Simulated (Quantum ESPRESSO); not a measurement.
Kohn-Sham bands of CsBr (rock salt)

```
CsBr
1.0
    0.00000     3.66104     3.66104
    3.66104     0.00000     3.66104
    3.66104     3.66104     0.00000
Cs Br
1 1
Direct
  0.00000   0.00000   0.00000
  0.50000   0.50000   0.50000
```

Cell from Materials Project (mp-571222), symmetrised, no further relaxation. Not found in the COD (Crystallography Open Database) copy used, which has the formula in other groups; not checked further. Method: PBEsol plane waves in Quantum ESPRESSO 7.5 (PseudoDojo norm-conserving files, 40 Ry, no spin polarisation, no spin-orbit coupling), Bloch states on a 8×8×8 mesh through Γ, Wannier90 4.0.1. Density: 8×8×8 mesh, cold smearing 0.01 Ry. Spin-orbit coupling is left out although heavy elements are present.

Problem. List the Kohn-Sham levels between −8 and 7.2 eV relative to the valence-band maximum at the high-symmetry points, as a band run of pw.x on that density gives them (levels within 2 meV counted together).

Solution. 
```
point  k (reciprocal lattice)                                        levels (eV)
-----  ----------------------  -------------------------------------------------
Γ           0.000 0.000 0.000  -6.11 (×3), 0.00 (×3), 4.21, 6.42 (×3), 7.17 (×2)
X           0.500 0.000 0.500   -6.40, -6.23 (×2), -0.12, -0.03 (×2), 5.03, 6.57
U           0.625 0.250 0.625     -6.35, -6.20, -6.19, -0.31, -0.18, -0.12, 5.69
K           0.375 0.375 0.750     -6.35, -6.20, -6.19, -0.31, -0.18, -0.12, 5.69
L           0.500 0.500 0.500   -6.17, -6.12 (×2), -0.71, -0.34 (×2), 6.65, 6.78
W           0.500 0.250 0.750    -6.31 (×2), -6.12, -0.40, -0.10 (×2), 6.32 (×2)
```
